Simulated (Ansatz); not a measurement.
# Cold compression of LaHg

```xyz
2
Lattice="3.8979 0.0000 0.0000 0.0000 3.8979 0.0000 0.0000 0.0000 3.8979" Properties=species:S:1:pos:R:3 pbc="T T T"
La    1.9490    1.9490    1.9490
Hg    0.0000    0.0000    0.0000
```

The base volume is that of a database entry, with shape and atoms relaxed on PAW files at held volume, so it needn't be at zero pressure; the structure needn't be the stable phase, at rest or compressed.

Its volume is scaled, and at each volume shape and atoms are relaxed on PAW files; all methods then take that cell.

All numbers are PBEsol results (scalar-relativistic) from Ansatz 0.2.0, with a Γ-centred 9×9×9 k mesh, Fermi–Dirac smearing of 0.05 eV, no spin polarisation. Methods: LAPW: all electrons, basis error target 1 meV/atom; PAW: frozen-core files, cutoff 420 eV; crystal datasets: all electrons, by PAW datasets that the program makes for each cell.

Energies are extrapolated to zero smearing and count from the unscaled cell; pressure is positive in compression; gaps take the mesh and a band path. No temperature or zero-point motion is included.

Spin–orbit coupling is left out, which matters for the heavy atoms. The PAW files were made under PBE.

| V/V0 | V (Å³/atom) | P LAPW (GPa) | ΔE LAPW (eV/atom) | P PAW − LAPW (GPa) | ΔE PAW − LAPW (meV/atom) | space group | shortest distance (Å) |
| --- | --- | --- | --- | --- | --- | --- | --- |
| 1.00 | 29.61 | -2.30 | 0.000 | -0.01 | 0.0 | Pm-3m | 3.376 |
| 0.85 | 25.17 | 8.89 | 0.069 | -0.03 | -0.6 | Pm-3m | 3.198 |
| 0.80 | 23.69 | ? | 0.180 | -0.03 | -0.8 | Pm-3m | 3.134 |
| 0.65 | 19.25 | 51.6 | 1.022 | -0.02 | -1.8 | Pm-3m | ? |

Problem. Give the missing entry: row "0.80", column "P LAPW (GPa)".

Solution. 15.25.

Problem. Give the missing entry: row "0.65", column "shortest distance (Å)".

Solution. 2.924.

Problem. From the table, what is the rise of the enthalpy H = E + pV up to the last row, and how stiff is the crystal between the last two rows?

Solution. ΔH = 1.022 eV + (51.6 GPa × 19.25 Å³ + 2.30 GPa × 29.61 Å³) × 0.006242 eV/(GPa·Å³) = 7.65 eV/atom, of which pV makes 87 %. The mean bulk modulus there is −ΔP/Δln V = 175 GPa.

Problem. At the smallest volume, how far do crystal datasets lie from LAPW in pressure?

Solution. crystal datasets: 0.00 GPa, on a LAPW pressure of 51.6 GPa.

Problem. How do the Löwdin populations by LAPW change from the unscaled cell to the last row?

Solution. La 5s 1.97 → 1.91, La 6s 0.87 → 0.72, La 5p 5.96 → 5.87, La 5d 2.58 → 3.31, La 4f 0.18 → 0.30, Hg 6s 1.30 → 1.06, Hg 5d 9.86 → 9.73 electrons an atom. These are projections on the shells that the free atoms fill; 0.31 e a cell lies outside them at the start and 0.18 e at the end.
